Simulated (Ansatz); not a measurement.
GaAs:
```xyz
8
Lattice="3.9943 0.0000 0.0000 -1.9972 3.4592 0.0000 0.0000 0.0000 13.1042" Properties=species:S:1:pos:R:3 pbc="T T T"
Ga     1.9972     1.1531    13.1025
As     1.9972     1.1531     2.4604
Ga     0.0000     0.0000     3.2810
As     0.0000     0.0000     5.7264
Ga     0.0000     2.3061     6.5504
As     0.0000     2.3061     9.0125
Ga     0.0000     0.0000     9.8331
As     0.0000     0.0000    12.2785
```

Plane-wave PAW PBEsol (Ansatz code) gives a gap of 0.43 eV without spin–orbit coupling, maximum at Γ, minimum at Γ.

Q: What happens when spin–orbit coupling is switched on?

A: The gap decreases by 0.11 eV, to 0.32 eV; maximum at Γ, minimum at Γ.

Q: Give the electron effective mass with spin–orbit coupling.

A: 0.024, 0.024, 0.026 mₑ (principal values).

Q: Give the hole effective mass with spin–orbit coupling.

A: 0.039, 0.039, 0.80 mₑ (principal values).

Space group P6_3mc. The start of the workflow was typed in or built on a structure type; the Crystallography Open Database copy checked does not list it. It is not the phase usual at ambient conditions (space group No. 216). Symmetry was held in the PBEsol relaxation; of distortions, only those at the zone centre were tested.

Potentials: the later of the program's two PAW sets.
